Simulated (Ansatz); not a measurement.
ZrSi2:
```xyz
6
Lattice="1.8450 -7.4319 0.0000 1.8450 7.4319 0.0000 0.0000 0.0000 3.6647" Properties=species:S:1:pos:R:3 pbc="T T T"
Si     1.8450    -6.6630     2.7485
Si     1.8450     6.6630     0.9162
Si     1.8450     3.7192     2.7485
Si     1.8450    -3.7192     0.9162
Zr     1.8450    -1.5734     2.7485
Zr     1.8450     1.5734     0.9162
```

Relaxed with r²SCAN. Special points in fractions of this cell's reciprocal vectors: Γ (0.000, 0.000, 0.000); Y (-0.500, 0.500, 0.000); C0 (-0.265, 0.735, 0.000); Σ0 (0.265, 0.265, 0.000); Z (0.000, 0.000, 0.500); A0 (0.265, 0.265, 0.500); E0 (-0.265, 0.735, 0.500); T (-0.500, 0.500, 0.500); S (0.000, 0.500, 0.000); R (0.000, 0.500, 0.500).

List the band energies nearest the Fermi level at these points for r²SCAN in the plane-wave PAW code Ansatz.

In eV from the Fermi level; about four levels below and three above (degenerate sets whole), none deeper than 8.9 eV; points with the same levels are listed once.

```csv
k,below,above
Γ,-2.65 -2.65 -2.54 -2.44 -0.01,1.22 1.46 1.51
Y,-2.83 -2.78 -2.11 -1.60,0.46 1.14 1.21
C0,-1.56 -0.96 -0.64 -0.16,1.01 1.04 1.64
Z,-0.10 -0.10 -0.04 -0.04,1.60 1.60 2.60 2.60
A0,-3.58 -3.58 -2.31 -2.31,2.19 2.19 3.22 3.22
T,-2.32 -2.32 -0.96 -0.96,0.05 0.05 2.45 2.45
S,-1.54 -0.90 -0.49 -0.44,0.93 0.99 2.17
R,-3.58 -3.58 -2.29 -2.29,2.25 2.25 3.37 3.37
```

Space group Cmcm. The r²SCAN relaxation kept the symmetry of its start. The run is not spin-polarised. Scalar-relativistic: spin–orbit coupling is off unless named, which matters more the heavier the elements.

Potentials: the later of the program's two PAW sets.
